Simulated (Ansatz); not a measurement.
### Question
Name crystals whose computed values (DFT-PBE in the program Ansatz with PAW potentials) fall in these windows: B₀ by P(V) fit (GPa) 44 to 54; electron conductivity mass (mₑ) 0.19 to 0.24.

### Answer


| crystal | B₀ by P(V) fit (GPa) | electron conductivity mass (mₑ) |
|---|---|---|
| CuCl, zinc blende | 48.9 | 0.22 |
Others may fit too.

The cell was relaxed under the symmetry of its start. Rows with no word on spin ran without spin polarisation.

Potentials: the earlier of the program's two PAW sets.
